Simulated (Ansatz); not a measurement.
Data:

Pb (fcc, Cu type)

```yaml
crystal:
  lattice:
    - [4.99126, 0.00000, 0.00000]
    - [0.00000, 4.99126, 0.00000]
    - [0.00000, 0.00000, 4.99126]
  atoms:
    - { symbol: Pb, position: [0.00000, 0.00000, 0.00000] }
    - { symbol: Pb, position: [0.50000, 0.50000, 0.00000] }
    - { symbol: Pb, position: [0.50000, 0.00000, 0.50000] }
    - { symbol: Pb, position: [0.00000, 0.50000, 0.50000] }
```

Scan: atom 2 (Pb, nearest neighbour Pb at 3.529 Å; its periodic images, 5.0 Å or more away, move with it) is displaced along Cartesian [110], direction (0.707, 0.707, 0.000) in Cartesian axes, by s. The other atoms stay.

These are r2SCAN (plane waves to 500 eV, PAW, scalar-relativistic; Ansatz, a first-principles code) values and carry that method's errors. k mesh 8×8×8 (Γ-centred), Fermi-Dirac smearing 0.05 eV. The energy includes the smearing's −TS. With partly filled bands, energies and forces of such displacements shift with the k mesh and the smearing. On this mesh the relaxed cell isn't quite at rest: it carries a pressure of 0.2 GPa (compression positive) at the zero of the scan. Pb was relaxed with its symmetry unable to fall. Spin-orbit coupling is left out, though Pb is heavy. The PAW data are Ansatz's earlier set. ΔE is measured from the undisplaced structure.

The scan covers s from -0.350 to 0.350 Å in 11 points.

Q: Is the energy the same for equal positive and negative displacements?

A: Even: the same for both signs. With its periodic images moving along, the atom's site symmetry in this cell is m-3m.

Q: What is the energy change at s = 0.350 Å?

A: 48.8 meV/cell.

Q: What force acts on the atom along the line at s = -0.350 Å?

A: 0.404 eV/Å.

Q: What is the force constant k = d²E/ds² of this move at s = 0?

A: 0.34 eV/Å².

(For displaced atoms, the force is minus the slope of the energy, and its curvature is a force constant, which sets phonon frequencies.)
